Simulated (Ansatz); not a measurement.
BN in space group P6_3/mmc (No. 194; B on 2c, N on 2d), DFT-r²SCAN+D4 in the program Ansatz with PAW potentials. The conduction-band minimum lies at M, with 3 equivalent valleys. Second derivatives d²E/dk² of the lowest band at one valley (eV·Å²), along Cartesian directions:

```json
[
 {"direction": "[100]", "d²E/dk²": "3.854"},
 {"direction": "[010]", "d²E/dk²": "30.21"},
 {"direction": "[001]", "d²E/dk²": "2.256"},
 {"direction": "[110]", "d²E/dk²": "17.03"},
 {"direction": "[101]", "d²E/dk²": "3.054"},
 {"direction": "[011]", "d²E/dk²": "16.24"}
]
```

Problem. Find the principal effective masses, the density-of-states mass and the conductivity mass.

Solution. Off-diagonal terms follow from H_xy = H[110] − (H_xx + H_yy)/2, and m*/mₑ = 7.620 eV·Å² over each eigenvalue: 0.25, 2.0, 3.4. One valley's DOS mass (m₁m₂m₃)^(1/3) = 1.2, conductivity mass 3/(Σ 1/mᵢ) = 0.63 mₑ.

Problem. What effective density of states Nc follows at 300 K for parabolic valleys?

Solution. Nc = 2.509e19 × 3 × (1.2)^(3/2) ≈ 9.9e19 cm⁻³.

Problem. With the computed static dielectric constant 5.18 (mean of the diagonal), estimate a hydrogenic donor's binding energy and radius.

Solution. E = 13.606 eV × 0.63/5.18² ≈ 320 meV; a = 0.529 Å × ε/m* ≈ 4.3 Å. Semilocal masses tend to be too small where the gap is.

The r²SCAN+D4 relaxation kept the symmetry of its start; phonons on a q-mesh show no instability.

Potentials: the later of the program's two PAW sets.
